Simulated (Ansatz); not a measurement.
**BN, first-principles data**

BN:
```xyz
8
Lattice="4.8059 0.0000 0.0000 0.0000 2.5599 0.0000 0.0000 0.0000 4.2503" Properties=species:S:1:pos:R:3 pbc="T T T"
B      0.7680     0.6400     1.7344
B      1.6350     1.9199     3.8595
B      4.0379     1.9199     2.5158
B      3.1710     0.6400     0.3907
N      3.9451     0.6400     1.6680
N      3.2638     1.9199     3.7931
N      0.8608     1.9199     2.5823
N      1.5422     0.6400     0.4571
```

Space group Pnma (No. 62); conventional cell a = 4.8059 Å, b = 2.5599 Å, c = 4.2503 Å, α = β = γ = 90.00°.

Method: LDA (plane waves, PAW; program Ansatz). The cell and atoms are relaxed at this level. Other levels are named where they apply.

### Cell and energy

| Property | Result |
|---|---|
| Volume per atom | 6.54 Å³ |
| Density | 3.15 g/cm³ |
| Formation energy from the elements (no fitted shifts) | -1.29 eV/atom |

### Electronic structure

| Item | Result |
|---|---|
| Band gap | 5.63 eV (indirect) |
| Valence-band maximum | at Γ |
| Conduction-band minimum | off the standard path, at k = (0.367, 0.000, 0.320) in fractions of the reciprocal vectors |
| Smallest direct gap on the standard path | 6.21 eV |
| Electron effective mass | 0.55, 0.72, 1.3 mₑ (principal values) |
| Hole effective mass | 0.42, 1.1, 2.1 mₑ (principal values) |

### Mechanics

| Quantity | Value |
|---|---|
| Bulk modulus (Birch–Murnaghan fit) | 291 GPa |
| Pressure derivative B′ | 1.4 |
| Elastic constants (relaxed ions, GPa) | C11 = 367, C22 = 823, C33 = 715, C12 = 118, C13 = 302, C23 = 134, C44 = 306, C55 = 279, C66 = 184 |
| Mechanical stability | stable (all eigenvalues of C positive) |
| Hill bulk and shear moduli | 316 and 220 GPa |
| Young's modulus | 536 GPa |
| Poisson's ratio | 0.22 |
| Debye temperature from the elastic constants | 1470 K |

### Dielectric response

| Item | Value |
|---|---|
| Electronic dielectric constant ε∞ (DFPT) | 4.46 (xx), 4.28 (yy), 4.15 (zz) |
| Static dielectric constant ε0 (ions relaxed, cell fixed) | 8.32 (xx), 6.31 (yy), 5.73 (zz) |
| Born charges (a third of the trace) | B +1.95, N -1.95 e |

### Phonons

| Quantity | Result |
|---|---|
| Highest zone-centre frequency (without LO–TO term) | 1234 cm⁻¹ |
| Zone-centre stability | no imaginary mode at Γ |
| Dynamical stability on the path | stable (no imaginary branch) |
| Zero-point energy | 152.7 meV/atom |
| Vibrational entropy at 300 K | 4.3 J/(K·mol of atoms) |

The start of the workflow was typed in or built on a structure type; the Crystallography Open Database copy checked does not list it. It is not the phase usual at ambient conditions (space group No. 186, 194, 216). Symmetry was held in the LDA relaxation. The references are the lowest solids computed at this level, not always the standard phases (solids in place of the gases).

Potentials: the later of the program's two PAW sets.
